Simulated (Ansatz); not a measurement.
Co2SiB2:
```
CELL_PARAMETERS angstrom
      1.48629    -5.18063     0.00000
      1.48629     5.18063     0.00000
      0.00000     0.00000     2.72275
ATOMIC_POSITIONS crystal
  Si 0.00000 0.00000 0.00000
  Co 0.36428 0.63572 0.50000
  Co 0.63572 0.36428 0.50000
  B  0.20588 0.79412 0.00000
  B  0.79412 0.20588 0.00000
```

Relaxed with r²SCAN.

### Question
Give the Bader charges and basin volumes of the independent atoms, plane-wave PAW r²SCAN (Ansatz code).

### Answer


| atom | Bader charge (e) | Bader volume (Å³) |
|---|---|---|
| Si1 | +0.73 | 9.8 |
| Co2 | +0.12 | 9.1 |
| B4 | -0.49 | 7.0 |

Space group Cmmm. The start of the workflow was typed in or built on a structure type; neither database checked (COD, Materials Project) lists it. Whether it is the stable phase at ambient conditions was not checked. The cell was relaxed with r²SCAN under the symmetry of its start; its stability against distortions is not shown here. The workflow began spin-polarised and lost its moments.

Potentials: the later of the program's two PAW sets.
